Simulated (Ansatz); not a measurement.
**Step by step: Nb, 15 steps of 2.0 fs from 300 K**

Theory: DFT, LDA, all-electron LAPW, scalar-relativistic (Ansatz 0.2.0).

Command: `ansatz run input.yaml --threads 2 --pin off --max-ram 4096MiB --backend cpu --events-out ev --progress --plain --runs-dir out` The run took 19 min on 2 threads of Arm Neoverse V1, on a shared host, peak memory 0.79 GiB.

```yaml
crystal:
  lattice:
    - [-3.3279, 3.3279, 3.3279]
    - [3.3279, -3.3279, 3.3279]
    - [1.66395, 1.66395, -1.66395]
  atoms:
    - { symbol: Nb, position: [0.0, 0.0, 0.0] }
    - { symbol: Nb, position: [0.0, 0.5, 0.0] }
    - { symbol: Nb, position: [0.5, 0.0, 0.0] }
    - { symbol: Nb, position: [0.5, 0.5, 0.0] }
kpoints:
  mp_grid: { grid: [4, 4, 8] }
scf:
  occupations: { method: fermi_dirac, width: 0.08 }
hamiltonian:
  xc: lda
  pseudopotentials: { kind: all_electron, lapw: { basis_error: 0.001 } }
output:
  forces: true
  stress: true
md:
  timestep: 2.0
  n_steps: 15
  ensemble: nve
  temperature: 300
  initial_velocities: maxwell_boltzmann
  seed: 44883
```

The geometry is COD entry 4111969, unchecked; take it as a test cell. It differs from other determinations.

Each frame lists Cartesian positions (Å) and forces (eV/Å). Free energies count from the first step, -415344.6120 eV.

Step 0 (t = 0.0 fs): E = 0.0 meV, T = 300 K, conserved energy 0.0 meV

```
Nb    0.0000    0.0000    0.0000     0.000   0.000   0.000
Nb    1.6640   -1.6640    1.6640     0.000   0.000   0.000
Nb   -1.6640    1.6640    1.6640     0.000   0.000   0.000
Nb    0.0000    0.0000    3.3279     0.000   0.000   0.000
```

Step 1 (t = 2.0 fs): E = +0.4 meV, T = 299 K, conserved energy 0.0 meV

```
Nb    0.0033    0.0068    0.0007    -0.021  -0.058  -0.009
Nb    1.6633   -1.6673    1.6669    -0.004   0.024  -0.026
Nb   -1.6663    1.6619    1.6619     0.016   0.012   0.017
Nb   -0.0003   -0.0014    3.3262     0.009   0.022   0.018
```

Step 2 (t = 4.0 fs): E = +1.6 meV, T = 296 K, conserved energy 0.0 meV

```
Nb    0.0065    0.0136    0.0015    -0.042  -0.115  -0.018
Nb    1.6627   -1.6707    1.6699    -0.009   0.049  -0.052
Nb   -1.6685    1.6598    1.6599     0.033   0.024   0.034
Nb   -0.0006   -0.0027    3.3245     0.018   0.043   0.037
```

Step 3 (t = 6.0 fs): E = +3.5 meV, T = 291 K, conserved energy 0.0 meV

```
Nb    0.0097    0.0203    0.0022    -0.063  -0.173  -0.027
Nb    1.6621   -1.6740    1.6728    -0.013   0.072  -0.078
Nb   -1.6708    1.6578    1.6579     0.049   0.036   0.051
Nb   -0.0010   -0.0040    3.3228     0.028   0.065   0.055
```

Step 4 (t = 8.0 fs): E = +6.2 meV, T = 284 K, conserved energy 0.0 meV

```
Nb    0.0130    0.0270    0.0029    -0.084  -0.229  -0.036
Nb    1.6614   -1.6774    1.6758    -0.017   0.096  -0.104
Nb   -1.6731    1.6557    1.6559     0.065   0.048   0.068
Nb   -0.0013   -0.0053    3.3212     0.037   0.086   0.073
```

Step 5 (t = 10.0 fs): E = +9.6 meV, T = 275 K, conserved energy 0.0 meV

```
Nb    0.0161    0.0335    0.0037    -0.105  -0.285  -0.045
Nb    1.6608   -1.6806    1.6786    -0.022   0.119  -0.130
Nb   -1.6753    1.6537    1.6540     0.081   0.060   0.084
Nb   -0.0016   -0.0066    3.3196     0.046   0.106   0.091
```

Step 6 (t = 12.0 fs): E = +13.6 meV, T = 265 K, conserved energy 0.0 meV

```
Nb    0.0193    0.0400    0.0043    -0.126  -0.340  -0.054
Nb    1.6601   -1.6839    1.6815    -0.026   0.142  -0.155
Nb   -1.6775    1.6517    1.6520     0.096   0.072   0.100
Nb   -0.0018   -0.0078    3.3180     0.055   0.126   0.108
```

Step 7 (t = 14.0 fs): E = +18.2 meV, T = 253 K, conserved energy 0.0 meV

```
Nb    0.0223    0.0463    0.0050    -0.146  -0.394  -0.062
Nb    1.6594   -1.6870    1.6842    -0.030   0.165  -0.180
Nb   -1.6797    1.6497    1.6502     0.112   0.084   0.116
Nb   -0.0021   -0.0090    3.3164     0.064   0.145   0.125
```

Step 8 (t = 16.0 fs): E = +23.4 meV, T = 240 K, conserved energy 0.0 meV

```
Nb    0.0253    0.0524    0.0057    -0.166  -0.446  -0.070
Nb    1.6588   -1.6901    1.6869    -0.034   0.187  -0.204
Nb   -1.6818    1.6478    1.6483     0.127   0.096   0.132
Nb   -0.0023   -0.0101    3.3149     0.072   0.163   0.142
```

Step 9 (t = 18.0 fs): E = +29.0 meV, T = 225 K, conserved energy 0.0 meV

```
Nb    0.0283    0.0584    0.0063    -0.185  -0.496  -0.078
Nb    1.6581   -1.6932    1.6895    -0.037   0.208  -0.227
Nb   -1.6839    1.6459    1.6465     0.141   0.107   0.146
Nb   -0.0025   -0.0111    3.3135     0.081   0.181   0.158
```

Step 10 (t = 20.0 fs): E = +35.0 meV, T = 210 K, conserved energy 0.0 meV

```
Nb    0.0312    0.0641    0.0069    -0.204  -0.544  -0.085
Nb    1.6574   -1.6961    1.6920    -0.040   0.229  -0.249
Nb   -1.6859    1.6441    1.6448     0.156   0.119   0.160
Nb   -0.0026   -0.0121    3.3121     0.089   0.196   0.173
```

Step 11 (t = 22.0 fs): E = +41.3 meV, T = 194 K, conserved energy 0.0 meV

```
Nb    0.0339    0.0696    0.0074    -0.222  -0.590  -0.091
Nb    1.6566   -1.6990    1.6944    -0.043   0.249  -0.269
Nb   -1.6878    1.6423    1.6432     0.169   0.130   0.174
Nb   -0.0027   -0.0129    3.3109     0.096   0.211   0.187
```

Step 12 (t = 24.0 fs): E = +47.8 meV, T = 177 K, conserved energy 0.0 meV

```
Nb    0.0366    0.0749    0.0079    -0.240  -0.634  -0.098
Nb    1.6559   -1.7017    1.6967    -0.046   0.269  -0.289
Nb   -1.6897    1.6405    1.6416     0.182   0.141   0.186
Nb   -0.0028   -0.0137    3.3096     0.103   0.224   0.201
```

Step 13 (t = 26.0 fs):

```
Nb    0.0392    0.0799    0.0084
Nb    1.6551   -1.7043    1.6988
Nb   -1.6915    1.6388    1.6401
Nb   -0.0029   -0.0144    3.3085
```

Step 14 (t = 28.0 fs): E = +61.0 meV, T = 143 K, conserved energy +0.1 meV

```
Nb    0.0417    0.0846    0.0088    -0.273  -0.713  -0.109
Nb    1.6543   -1.7068    1.7009    -0.049   0.305  -0.325
Nb   -1.6932    1.6372    1.6387     0.206   0.161   0.209
Nb   -0.0029   -0.0150    3.3075     0.116   0.247   0.225
```

Step 15 (t = 30.0 fs): E = +67.5 meV, T = 126 K, conserved energy +0.1 meV

```
Nb    0.0441    0.0891    0.0092    -0.288  -0.749  -0.113
Nb    1.6535   -1.7092    1.7028    -0.050   0.322  -0.341
Nb   -1.6948    1.6357    1.6373     0.217   0.171   0.219
Nb   -0.0028   -0.0155    3.3065     0.121   0.256   0.235
```

(1) Give the energy and forces of step 13.

(2) What is the mean temperature over the last 8 frames?

## Answers

(1) E = +54.4 meV, T = 160 K, conserved energy 0.0 meV
```
Nb    0.0392    0.0799    0.0084    -0.257  -0.675  -0.103
Nb    1.6551   -1.7043    1.6988    -0.048   0.287  -0.308
Nb   -1.6915    1.6388    1.6401     0.195   0.151   0.198
Nb   -0.0029   -0.0144    3.3085     0.110   0.236   0.213
```

(2) 184 K; so short a run of so small a cell isn't equilibrated.
